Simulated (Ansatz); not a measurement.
Input for Ansatz (plane-wave DFT, PAW):

```yaml
crystal:
  lattice:
    - [4.0761, 0.0, 0.0]
    - [0.0, 4.0761, 0.0]
    - [0.0, 0.0, 4.0761]
  atoms:
    - { symbol: "Y", position: [0.0, 0.0, 0.0] }
    - { symbol: Pt, position: [0.0, 0.5, 0.5] }
    - { symbol: Pt, position: [0.5, 0.0, 0.5] }
    - { symbol: Pt, position: [0.5, 0.5, 0.0] }
basis:
  ecutwfc: 500
kpoints:
  mp_grid: { grid: [10, 10, 10] }
hamiltonian:
  xc: r2scan
scf:
  occupations: { method: gaussian, width: 0.1 }
output:
  forces: true
  stress: true
  eigenvalues: true
relax:
  adjacent_minimum: "off"
  f_tol: 0.005
  max_steps: 80
  cell: { stress_tol: 0.05 }
```

It can be run as
```bash
ansatz run input.yaml --threads 1 --pin off --backend cpu --events-out ev --progress --plain --runs-dir out  # memory cap (--max-ram) not shown
```

These are results of DFT r2SCAN, scalar-relativistic, plane waves, PAW (Ansatz 0.2.0), not measurements.

From the run's log, abridged:

```
Pseudopotentials: kind: paw
Pseudopotential: Y, paw, valence charge 11, recommended cutoff 500 eV (meta_gga)
Pseudopotential: Pt, paw, valence charge 18, recommended cutoff 500 eV (meta_gga)
Functional definition: r2SCAN
Crystal: 4 atoms, lattice volume = 67.723 Å³
Basis set: ecut = 500 eV, 1743 PW (Γ), exchange–correlation on 120×120×120 points (64 copies of the dense FFT grid, shifted against one another)
Bands: 39, of which v1, the nominal top of the filled ones, is band 33 counted from 1 (32 counted from 0)
Symmetry: 48 space group operations
Space group: Pm-3m (ITA 221), of the structure as read, at distance tolerance 4.1e-5 Å
k-points: 56 of 1000
Initial density: superposition of atomic densities (neutral atoms: chi_scale 0, normalization atom), corrected by the library's trained network
Initial wavefunctions: pseudopotential atomic-orbital guess
Functional: x = r2scan, c = r2scan; τ floored in thin density (d = 2e-4 eV/Å³)
SCF iter   1: F=—  HF=-41474.314183 eV  |F-HF|=—  |Δ(HF+E_count)|=         —  Δρ=1.87e-2  dr2=3.53e-1  dr2_τ=6.00e-2  ethr=1.77e-3  ⟨swp⟩=5.6  Hψ=7552  notcnv=0
SCF iter   2: F=—  HF=-41474.340084 eV  |F-HF|=—  |Δ(HF+E_count)|=   2.59e-2  Δρ=6.25e-3  dr2=4.38e-2  dr2_τ=8.18e-3  ethr=5.43e-4  ⟨swp⟩=2.5  Hψ=3641  notcnv=0  defer=89
SCF iter   3: F=—  HF=-41474.338871 eV  |F-HF|=—  |Δ(HF+E_count)|=   1.21e-3  Δρ=2.63e-3  dr2=5.08e-3  dr2_τ=2.63e-4  ethr=6.73e-5  ⟨swp⟩=2.1  Hψ=2753  notcnv=0  defer=89
SCF iter   4: F=—  HF=-41474.338976 eV  |F-HF|=—  |Δ(HF+E_count)|=   1.04e-4  Δρ=6.00e-4  dr2=3.40e-4  dr2_τ=9.84e-6  ethr=7.82e-6  ⟨swp⟩=2.1  Hψ=3129  notcnv=0  defer=89
SCF iter   5: F=—  HF=-41474.339022 eV  |F-HF|=—  |Δ(HF+E_count)|=   4.63e-5  Δρ=2.14e-4  dr2=1.79e-5  dr2_τ=3.88e-6  ethr=5.23e-7  ⟨swp⟩=2.1  Hψ=3320  notcnv=0  defer=89
SCF iter   6: F=—  HF=-41474.339031 eV  |F-HF|=—  |Δ(HF+E_count)|=   9.11e-6  Δρ=6.72e-5  dr2=4.28e-6  dr2_τ=3.75e-7  ethr=2.76e-8  ⟨swp⟩=2.3  Hψ=3389  notcnv=0  defer=89
SCF iter   7: F=—  HF=-41474.339031 eV  |F-HF|=—  |Δ(HF+E_count)|=   3.31e-7  Δρ=1.46e-5  dr2=1.28e-7  dr2_τ=4.80e-9  ethr=6.59e-9  ⟨swp⟩=2.0  Hψ=2745  notcnv=0  defer=89
SCF iter   8: F=-41474.339031 eV  HF=-41474.339031 eV  |F-HF|=9.60e-10  |Δ(HF+E_count)|=   2.85e-8  Δρ=3.29e-6  dr2=1.14e-8  dr2_τ=3.73e-10  ethr=1.54e-10  ⟨swp⟩=8.9  Hψ=7962  notcnv=0
SCF 1 converged in 8 iterations: F = -41474.339031 eV  dr2 = 1.14e-8
relax step   1: F+E_penalty+E_count = -41474.33903089 eV  Δ(F+E_penalty+E_count) = +0.000e0 eV  max|allowed force component| = 6.265e-29 eV/Å  Δτ_max = 0.0000 Å  P = +2.786 GPa  Ω = 67.723 Å³  (8 SCF iters, dr2 threshold 1.00e-7 eV, accepted)
Crystal: 4 atoms, lattice volume = 71.243 Å³
Basis set: ecut = 500 eV, 1839 PW (Γ), exchange–correlation on 120×120×120 points (64 copies of the dense FFT grid, shifted against one another)
Initial density: handed on by an earlier stage of this run
Initial wavefunctions: those handed on with the density
SCF iter   1: F=—  HF=-41474.019974 eV  |F-HF|=—  |Δ(HF+E_count)|=         —  Δρ=1.37e-2  dr2=2.31e-1  dr2_τ=2.55e-1  ethr=3.52e-4  ⟨swp⟩=1.0  Hψ=9191  notcnv=0
SCF iter   2: F=—  HF=-41474.296819 eV  |F-HF|=—  |Δ(HF+E_count)|=   2.77e-1  Δρ=4.23e-3  dr2=1.30e-2  dr2_τ=1.18e-2  ethr=3.52e-4  ⟨swp⟩=2.0  Hψ=3362  notcnv=0
SCF iter   3: F=—  HF=-41474.297605 eV  |F-HF|=—  |Δ(HF+E_count)|=   7.86e-4  Δρ=2.26e-3  dr2=7.04e-3  dr2_τ=1.99e-4  ethr=2.00e-5  ⟨swp⟩=1.4  Hψ=2794  notcnv=0  defer=1
SCF iter   4: F=—  HF=-41474.296116 eV  |F-HF|=—  |Δ(HF+E_count)|=   1.49e-3  Δρ=6.18e-4  dr2=9.15e-4  dr2_τ=1.38e-5  ethr=1.08e-5  ⟨swp⟩=2.1  Hψ=2947  notcnv=0  defer=1
SCF iter   5: F=—  HF=-41474.295950 eV  |F-HF|=—  |Δ(HF+E_count)|=   1.66e-4  Δρ=1.35e-4  dr2=3.48e-5  dr2_τ=4.54e-7  ethr=1.41e-6  ⟨swp⟩=2.0  Hψ=2956  notcnv=0  defer=1
SCF iter   6: F=—  HF=-41474.295952 eV  |F-HF|=—  |Δ(HF+E_count)|=   2.66e-6  Δρ=4.85e-5  dr2=2.06e-6  dr2_τ=1.89e-7  ethr=5.35e-8  ⟨swp⟩=2.0  Hψ=3038  notcnv=0  defer=1
SCF iter   7: F=-41474.295953 eV  HF=-41474.295953 eV  |F-HF|=2.99e-8  |Δ(HF+E_count)|=   1.34e-7  Δρ=9.38e-6  dr2=5.95e-8  dr2_τ=9.85e-9  ethr=6.15e-10  ⟨swp⟩=7.8  Hψ=9143  notcnv=0
SCF 2 converged in 7 iterations: F = -41474.295953 eV  dr2 = 5.95e-8
relax step   2: F+E_penalty+E_count = -41474.29595262 eV  Δ(F+E_penalty+E_count) = +4.308e-2 eV  max|allowed force component| = 8.743e-30 eV/Å  Δτ_max = 0.0000 Å  P = -6.105 GPa  Ω = 71.243 Å³  energy of the carried Pulay correction = -1.603e-3 eV  (7 SCF iters, dr2 threshold 4.00e-7 eV, rejected (line search))
Crystal: 4 atoms, lattice volume = 68.788 Å³
SCF iter   1: F=—  HF=-41474.228895 eV  |F-HF|=—  |Δ(HF+E_count)|=         —  Δρ=9.13e-3  dr2=1.04e-1  dr2_τ=1.19e-1  ethr=1.59e-4  ⟨swp⟩=1.0  Hψ=9377  notcnv=0
SCF iter   2: F=—  HF=-41474.346942 eV  |F-HF|=—  |Δ(HF+E_count)|=   1.18e-1  Δρ=2.45e-3  dr2=4.61e-3  dr2_τ=4.65e-3  ethr=1.59e-4  ⟨swp⟩=2.0  Hψ=3208  notcnv=0
SCF iter   3: F=—  HF=-41474.347527 eV  |F-HF|=—  |Δ(HF+E_count)|=   5.85e-4  Δρ=1.38e-3  dr2=2.55e-3  dr2_τ=7.26e-5  ethr=7.09e-6  ⟨swp⟩=2.5  Hψ=3410  notcnv=0
SCF iter   4: F=—  HF=-41474.347056 eV  |F-HF|=—  |Δ(HF+E_count)|=   4.70e-4  Δρ=4.36e-4  dr2=3.86e-4  dr2_τ=4.91e-6  ethr=3.93e-6  ⟨swp⟩=2.2  Hψ=3045  notcnv=0
SCF iter   5: F=—  HF=-41474.346982 eV  |F-HF|=—  |Δ(HF+E_count)|=   7.43e-5  Δρ=9.16e-5  dr2=1.76e-5  dr2_τ=1.50e-7  ethr=5.94e-7  ⟨swp⟩=2.0  Hψ=3017  notcnv=0
SCF iter   6: F=—  HF=-41474.346973 eV  |F-HF|=—  |Δ(HF+E_count)|=   9.54e-6  Δρ=2.54e-5  dr2=5.67e-7  dr2_τ=4.58e-8  ethr=2.71e-8  ⟨swp⟩=2.0  Hψ=3087  notcnv=0
SCF iter   7: F=—  HF=-41474.346975 eV  |F-HF|=—  |Δ(HF+E_count)|=   2.82e-6  Δρ=5.46e-6  dr2=2.34e-8  dr2_τ=1.74e-9  ethr=8.72e-10  ⟨swp⟩=2.0  Hψ=3513  notcnv=0
SCF iter   8: F=—  HF=-41474.346975 eV  |F-HF|=—  |Δ(HF+E_count)|=   1.90e-8  Δρ=2.00e-6  dr2=3.07e-9  dr2_τ=2.71e-10  ethr=3.61e-11  ⟨swp⟩=2.1  Hψ=3292  notcnv=0
SCF iter   9: F=—  HF=-41474.346975 eV  |F-HF|=—  |Δ(HF+E_count)|=  2.26e-10  Δρ=6.57e-7  dr2=3.89e-10  dr2_τ=1.68e-11  ethr=4.73e-12  ⟨swp⟩=2.1  Hψ=2920  notcnv=0
SCF iter  10: F=-41474.346975 eV  HF=-41474.346975 eV  |F-HF|=7.28e-12  |Δ(HF+E_count)|=  7.28e-11  Δρ=8.29e-8  dr2=6.66e-12  dr2_τ=1.58e-13  ethr=1.00e-12  ⟨swp⟩=3.4  Hψ=8654  notcnv=0
SCF 3 converged in 10 iterations: F = -41474.346975 eV  dr2 = 6.66e-12
relax step   3: F+E_penalty+E_count = -41474.34697542 eV  Δ(F+E_penalty+E_count) = -7.945e-3 eV  max|allowed force component| = 5.417e-29 eV/Å  Δτ_max = 0.0000 Å  P = -0.199 GPa  Ω = 68.788 Å³  energy of the carried Pulay correction = -4.936e-4 eV  (10 SCF iters, accepted)
Crystal: 4 atoms, lattice volume = 68.715 Å³
SCF iter   1: F=—  HF=-41474.346942 eV  |F-HF|=—  |Δ(HF+E_count)|=         —  Δρ=2.84e-4  dr2=9.74e-5  dr2_τ=1.08e-4  ethr=1.46e-7  ⟨swp⟩=2.4  Hψ=8669  notcnv=0
SCF iter   2: F=—  HF=-41474.347055 eV  |F-HF|=—  |Δ(HF+E_count)|=   1.13e-4  Δρ=7.94e-5  dr2=4.60e-6  dr2_τ=4.58e-6  ethr=1.46e-7  ⟨swp⟩=2.1  Hψ=2908  notcnv=0
SCF iter   3: F=—  HF=-41474.347055 eV  |F-HF|=—  |Δ(HF+E_count)|=   5.90e-7  Δρ=4.50e-5  dr2=2.52e-6  dr2_τ=7.62e-8  ethr=7.07e-9  ⟨swp⟩=2.1  Hψ=2952  notcnv=0
SCF iter   4: F=—  HF=-41474.347055 eV  |F-HF|=—  |Δ(HF+E_count)|=   4.81e-7  Δρ=1.50e-5  dr2=4.88e-7  dr2_τ=7.93e-9  ethr=3.88e-9  ⟨swp⟩=2.1  Hψ=3066  notcnv=0
SCF iter   5: F=-41474.347055 eV  HF=-41474.347055 eV  |F-HF|=1.22e-8  |Δ(HF+E_count)|=   8.53e-8  Δρ=3.34e-6  dr2=2.40e-8  dr2_τ=2.14e-10  ethr=1.53e-10  ⟨swp⟩=4.0  Hψ=6984  notcnv=0
SCF 4 converged in 5 iterations: F = -41474.347055 eV  dr2 = 2.40e-8
relax step   4: F+E_penalty+E_count = -41474.34705484 eV  Δ(F+E_penalty+E_count) = -7.942e-5 eV  max|allowed force component| = 7.889e-29 eV/Å  Δτ_max = 0.0000 Å  P = -0.006 GPa  Ω = 68.715 Å³  energy of the carried Pulay correction = -4.604e-4 eV  (5 SCF iters, dr2 threshold 9.93e-8 eV, accepted)
Initial wavefunctions: pseudopotential atomic-orbital guess (no wavefunctions were taken with the density)
SCF iter   1: F=—  HF=-41474.347440 eV  |F-HF|=—  |Δ(HF+E_count)|=         —  Δρ=1.38e-4  dr2=3.71e-7  dr2_τ=1.64e-6  ethr=6.87e-8  ⟨swp⟩=3.6  Hψ=13001  notcnv=0
SCF iter   2: F=—  HF=-41474.347505 eV  |F-HF|=—  |Δ(HF+E_count)|=   6.48e-5  Δρ=7.03e-5  dr2=1.01e-7  dr2_τ=1.62e-6  ethr=5.71e-10  ⟨swp⟩=2.0  Hψ=3321  notcnv=0
SCF iter   3: F=—  HF=-41474.347531 eV  |F-HF|=—  |Δ(HF+E_count)|=   2.59e-5  Δρ=4.38e-6  dr2=1.14e-8  dr2_τ=3.59e-9  ethr=1.56e-10  ⟨swp⟩=2.0  Hψ=3327  notcnv=0
SCF iter   4: F=—  HF=-41474.347531 eV  |F-HF|=—  |Δ(HF+E_count)|=   5.17e-8  Δρ=1.03e-6  dr2=1.37e-9  dr2_τ=1.12e-10  ethr=1.76e-11  ⟨swp⟩=2.0  Hψ=3212  notcnv=0
SCF iter   5: F=—  HF=-41474.347531 eV  |F-HF|=—  |Δ(HF+E_count)|=  2.33e-10  Δρ=4.65e-7  dr2=3.31e-10  dr2_τ=3.67e-11  ethr=2.10e-12  ⟨swp⟩=2.0  Hψ=3082  notcnv=0
SCF iter   6: F=—  HF=-41474.347531 eV  |F-HF|=—  |Δ(HF+E_count)|=  2.18e-11  Δρ=3.16e-7  dr2=9.48e-11  dr2_τ=1.17e-11  ethr=1.00e-12  ⟨swp⟩=2.0  Hψ=2809  notcnv=0
SCF iter   7: F=-41474.347531 eV  HF=-41474.347531 eV  |F-HF|=4.37e-11  |Δ(HF+E_count)|=  3.64e-11  Δρ=8.17e-8  dr2=6.14e-12  dr2_τ=2.05e-13  ethr=1.00e-12  ⟨swp⟩=4.0  Hψ=6892  notcnv=0
SCF 5 converged in 7 iterations: F = -41474.347531 eV  dr2 = 6.14e-12
SCF converged after 7 iterations
Free energy (F): -41474.347531 eV
Harris-Foulkes:  -41474.347531 eV  (|F-HF|=4.37e-11)
Internal energy: -41474.332482 eV  (E = F + TS)
E sigma→0 (E₀):  -41474.340007 eV
Entropy (-TS):   -0.015049 eV (-3.762 meV/atom)
Fermi energy:    19.377889 eV
--- Per-component energies (eV) ---
  E_band       = -632.086153
  E_kinetic    = 2225.929109
  E_local      = -5578.572271  (includes V_loc(G=0)·N_el)
  E_nonlocal   = 654.993611
  E_hartree    = 2087.101672
  E_xc         = -922.524108
  E_vxc        = -1241.454025  (∫ρ·V_xc dr)
  E_paw        = -31282.133770  (= ΣΔE_a)
  E_vpaw       = -944.937981  (= ΣTr[D̂ρ^β])
  E_aug_tail   = 0.000455  (compensation charges beyond the density's cutoff)
  E_vtau       = 77.751776  (kinetic-family band-sum trace: ∫τ·v_τ [+ j·A + Jᵃ·Aᵃ] dr)
  E_ewald      = -8658.278744
  E_core_change = -0.848437  (= ΣΔE_core)
  E_smearing   = -0.015049  (= −TS)
--- Forces (eV/Å), atoms counted from 1 ---
  atom   1  Y      0.00000000     0.00000000     0.00000000
  atom   2  Pt     0.00000000     0.00000000     0.00000000
  atom   3  Pt     0.00000000     0.00000000     0.00000000
  atom   4  Pt     0.00000000     0.00000000     0.00000000
--- Stress (GPa, compression-positive) ---
       -0.001976       0.000000       0.000000
        0.000000      -0.001976       0.000000
        0.000000       0.000000      -0.001976
  P = ⅓ Tr σ = -0.0020 GPa (-0.020 kbar)
--- Band table (eV; the first three rows and the last of 56) ---
  k-point 0: bands = ["-80.6494", "-80.6292", "-80.6292", "-34.3824", "-34.3824", "-34.3824", "-34.2507", "-34.2507", "-34.2507", "-34.1655", "-34.1655", "-34.1655", "-23.5848", "-3.0063", "-3.0063", "-3.0063", "10.8644", "13.5048", "13.5048", "13.7697", "13.9823", "13.9823", "13.9823", "16.6820", "16.6820", "16.6820", "18.2757", "18.2757", "19.2195", "19.7595", "19.7595", "19.7595", "22.3428", "22.3428", "22.3428", "23.5782", "23.5782", "26.2671", "26.2671"]
  k-point 1: bands = ["-80.6490", "-80.6296", "-80.6292", "-34.3794", "-34.3794", "-34.3775", "-34.2515", "-34.2515", "-34.2509", "-34.1711", "-34.1678", "-34.1678", "-23.5836", "-3.0236", "-3.0086", "-3.0086", "11.0001", "13.5750", "13.6081", "13.8450", "14.0274", "14.0637", "14.0637", "16.6128", "16.7268", "16.7268", "18.1879", "18.2813", "19.1187", "19.3819", "19.3819", "19.7597", "21.3847", "22.5275", "22.5275", "23.5403", "24.0914", "26.1980", "26.1980"]
  k-point 2: bands = ["-80.6477", "-80.6309", "-80.6292", "-34.3710", "-34.3710", "-34.3630", "-34.2540", "-34.2540", "-34.2514", "-34.1872", "-34.1737", "-34.1737", "-23.5805", "-3.0686", "-3.0147", "-3.0147", "11.3942", "13.7581", "13.9069", "14.0589", "14.1573", "14.3046", "14.3046", "16.4201", "16.8434", "16.8434", "17.9381", "18.2792", "18.5963", "18.5963", "18.8336", "19.7605", "19.8806", "22.6174", "22.6174", "23.4266", "24.4124", "26.1491", "26.3871"]
  k-point 55: bands = ["-80.6359", "-80.6359", "-80.6359", "-34.4462", "-34.3618", "-34.3618", "-34.3618", "-34.1769", "-34.1769", "-34.1748", "-34.1748", "-34.1748", "-23.5714", "-3.0827", "-3.0827", "-3.0827", "13.1709", "13.1709", "13.1709", "14.1788", "15.8963", "15.8963", "15.8963", "16.6765", "16.6765", "16.6765", "17.1705", "17.1705", "19.3273", "19.3273", "19.3273", "19.3395", "20.7697", "20.7697", "20.7697", "22.1845", "22.1845", "22.1845", "25.6885"]
--- Relaxed structure (4 steps of the walk, 3 accepted, 1 SCFs on fresh bases) ---
  F+E_penalty+E_count = -41474.34753120 eV   max|allowed force component| = 1.436e-28 eV/Å   (the final SCF, on the basis selected at the relaxed cell)
  cell:  # Å, volume = 68.7154 Å³
    - [4.09591995, 0.0, 0.0]
    - [0.0, 4.09591995, 0.0]
    - [0.0, 0.0, 4.09591995]
  atoms:
    - { symbol: Y, position: [0.0, 0.0, 0.0] }
    - { symbol: Pt, position: [0.0, 0.49999999, 0.49999999] }
    - { symbol: Pt, position: [0.49999999, 0.0, 0.49999999] }
    - { symbol: Pt, position: [0.49999999, 0.49999999, 0.0] }
```

The relaxation met its thresholds.

Spin–orbit coupling is left out, which can shift energies with elements as heavy as these.